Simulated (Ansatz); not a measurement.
Input:

CsPbCl$_{3}$:
```
CELL_PARAMETERS angstrom
      0.00000     5.50076    -5.50785
      0.00000     5.50076     5.50785
      5.68553     0.00000     0.00000
ATOMIC_POSITIONS crystal
  Cs 0.48615 0.51385 0.50000
  Cs 0.01651 0.98349 0.50000
  Pb 0.98977 0.50441 0.00000
  Pb 0.49559 0.01023 0.00000
  Cl 0.18086 0.19409 0.00000
  Cl 0.80591 0.81914 0.00000
  Cl 0.48906 0.00245 0.50000
  Cl 0.99755 0.51094 0.50000
  Cl 0.29613 0.70387 0.00000
  Cl 0.67044 0.32956 0.00000
```

This is the PBEsol-relaxed structure. x, y and z are the axes in which the lattice vectors are written.

### Question
All from PBEsol (plane waves, PAW; program Ansatz), unless another level is named. Give the electronic dielectric constant ε∞ (DFPT).

### Answer
4.10 (xx), 3.81 (yy), 3.83 (zz).

### Question
Give the Born charges (a third of the trace).

### Answer
Cs +1.31 to +1.32, Pb +3.79, Cl -1.74 to -1.67 e.

Space group Amm2. The first step of the workflow began from a Materials Project structure, measured or hypothetical; the Crystallography Open Database copy checked does not list it. COD files the formula under space group No. 221. Whether it is the stable phase at ambient conditions was not checked. Symmetry was held in the PBEsol relaxation; whether a distortion lowers the energy is not shown. Scalar-relativistic: spin–orbit coupling is off unless named, which matters more the heavier the elements.

Potentials: the later of the program's two PAW sets.
